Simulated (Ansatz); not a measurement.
Data:

SnRu$_{3}$C:
Space group Pm-3m (No. 221); a = 4.091 Å, b = 4.091 Å, c = 4.091 Å, α = 90.00°, β = 90.00°, γ = 90.00°

| atom | site | symmetry | x | y | z |
|---|---|---|---|---|---|
| Sn | 1a | m-3m | 0.0000 | 0.0000 | 0.0000 |
| Ru | 3c | 4/mm.m | 0.0000 | 0.5000 | 0.5000 |
| C | 1b | m-3m | 0.5000 | 0.5000 | 0.5000 |

This is the PBE-relaxed structure.

Task: All from plane-wave PAW PBE (Ansatz code), unless another level is named. Predict the electronic character.

Result: metallic (no gap).

Task: And the formation energy from the elements (no fitted shifts)?

Result: 0.059 eV/atom.

Task: Next, the density of states at the Fermi level?

Result: 0.29 states/eV per atom (mean over ±0.08 eV).

Task: Give the gap with spin–orbit coupling.

Result: none (metallic).

The start of the workflow was typed in or built on a structure type; neither database checked (COD, Materials Project) lists it. Whether it is the stable phase at ambient conditions was not checked. Symmetry was held in the PBE relaxation; its stability against distortions is not shown here. The run is not spin-polarised. The references are the lowest solids computed at this level, not always the standard phases. Spin–orbit coupling is left out wherever it is not named.

Potentials: the later of the program's two PAW sets.
